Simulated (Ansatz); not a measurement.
GaP:
```yaml
crystal:
  lattice:
    - [6.65562, 0.00000, 0.00000]
    - [0.00000, 6.65562, 0.00000]
    - [0.00000, 0.00000, 3.85899]
  atoms:
    - { symbol: Ga, position: [0.32426, 0.67574, 0.00000] }
    - { symbol: Ga, position: [0.67574, 0.32426, 0.00000] }
    - { symbol: Ga, position: [0.82426, 0.82426, 0.50000] }
    - { symbol: Ga, position: [0.17574, 0.17574, 0.50000] }
    - { symbol: P, position: [0.31683, 0.31683, 0.00000] }
    - { symbol: P, position: [0.68317, 0.68317, 0.00000] }
    - { symbol: P, position: [0.18317, 0.81683, 0.50000] }
    - { symbol: P, position: [0.81683, 0.18317, 0.50000] }
```

Relaxed with r²SCAN.

Question: Map the valence electron density (e/Å³), cut off at 0.7 on the plane through (0.824, 0.824, 0.500) spanned by u = [0, 0, 1] and v = [1, 1, 0] in lattice vectors, from the program Ansatz at the r²SCAN level (PAW).

Answer: x is the fraction of u, y of v (the angle between them is 90°; rows are the nearest grid lines); atoms in the plane: Ga at (0.00, 0.00), Ga at (0.00, 0.35), P at (0.50, 0.49), P at (0.50, 0.86).
```
y \ x   0.000  0.105  0.158  0.263  0.368  0.474  0.526  0.632  0.737  0.842  0.895   1.00
------  -----  -----  -----  -----  -----  -----  -----  -----  -----  -----  -----  -----
1.00    0.700  0.700  0.700  0.361  0.226  0.196  0.196  0.226  0.361  0.700  0.700  0.700
0.925   0.700  0.648  0.536  0.602  0.700  0.674  0.674  0.700  0.602  0.536  0.648  0.700
0.850   0.119  0.167  0.238  0.533  0.572  0.079  0.079  0.572  0.533  0.238  0.167  0.119
0.775   0.033  0.053  0.084  0.222  0.476  0.662  0.662  0.476  0.222  0.084  0.053  0.033
0.700   0.014  0.022  0.032  0.072  0.137  0.186  0.186  0.137  0.072  0.032  0.022  0.014
0.625   0.018  0.028  0.042  0.101  0.205  0.287  0.287  0.205  0.101  0.042  0.028  0.018
0.550   0.050  0.079  0.125  0.323  0.609  0.640  0.640  0.609  0.323  0.125  0.079  0.050
0.450   0.387  0.379  0.415  0.643  0.700  0.447  0.447  0.700  0.643  0.415  0.379  0.387
0.375   0.700  0.700  0.700  0.437  0.353  0.339  0.339  0.353  0.437  0.700  0.700  0.700
0.300   0.700  0.700  0.678  0.192  0.086  0.059  0.059  0.086  0.192  0.678  0.700  0.700
0.225   0.233  0.186  0.143  0.068  0.030  0.017  0.017  0.030  0.068  0.143  0.186  0.233
0.150   0.177  0.145  0.113  0.057  0.025  0.015  0.015  0.025  0.057  0.113  0.145  0.177
0.0750  0.700  0.584  0.362  0.134  0.057  0.037  0.037  0.057  0.134  0.362  0.584  0.700
0.000   0.700  0.700  0.700  0.361  0.226  0.196  0.196  0.226  0.361  0.700  0.700  0.700
```

The density is the valence pseudo-density with augmentation charge, so density and ELF within about 1 Å of a nucleus are not all-electron values.

Space group P4_2/mnm. The start of the workflow was typed in or built on a structure type; neither database checked (COD, Materials Project) lists it. It is not the phase usual at ambient conditions (space group No. 216). Symmetry was held in the r²SCAN relaxation; its stability against distortions is not shown here. The volume moved by 17 % from the start of the relaxation. Scalar-relativistic: spin–orbit coupling is off unless named, which matters more the heavier the elements.

Potentials: the earlier of the program's two PAW sets. The files were generated under PBE; for other functionals the program regenerates the frozen cores, and for LDA and PBEsol the local potential too.
